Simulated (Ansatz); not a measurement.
**Property card for Ir**

Ir:
```
Ir
1.0
    0.00000     2.75315     2.75315
    2.75315     0.00000     2.75315
    2.75315     2.75315     0.00000
Ir
2
Direct
  0.00000   0.00000   0.00000
  0.25000   0.25000   0.25000
```

Space group Fd-3m (No. 227), diamond; conventional cell a = b = c = 5.5063 Å, α = β = γ = 90.00°.

Method: PBEsol in the plane-wave PAW code Ansatz. The cell and atoms are relaxed at this level. Other levels are named where they apply.

### Cell and energy

```yaml
volume_per_atom: 20.87 Å³
density: 15.30 g/cm³
```

### Electronic structure

```yaml
electronic_character: metallic (no gap)
Density of states at the Fermi level: 1.0 states/eV per atom (mean over ±0.08 eV)
Gap with spin–orbit coupling: none (metallic)
```

### Mechanics

```yaml
Bulk modulus (Birch–Murnaghan fit): 2060 kbar
Pressure derivative B′: 4.9
Elastic constants (relaxed ions, GPa): C11 = 206, C12 = 206, C44 = 52.6
mechanical_stability: marginal (the smallest eigenvalue of C is near zero)
```

### Phonons

```yaml
highest_zone_centre_frequency: 216 cm⁻¹
zone_centre_stability: no imaginary mode at Γ
```

The start of the workflow was typed in or built on a structure type; neither database checked (COD, Materials Project) lists it. It is not the phase usual at ambient conditions (space group No. 225). The cell was relaxed with PBEsol under the symmetry of its start. No spin polarisation was allowed. As this level gives no gap, shear constants depend on the k-mesh and smearing (Fermi–Dirac, 0.1 eV here). As this level gives no gap, phonon frequencies hold no LO–TO term and depend on the k-mesh and smearing (Fermi–Dirac, 0.1 eV here). Scalar-relativistic: spin–orbit coupling is off unless named, which matters more the heavier the elements.

Potentials: the later of the program's two PAW sets.
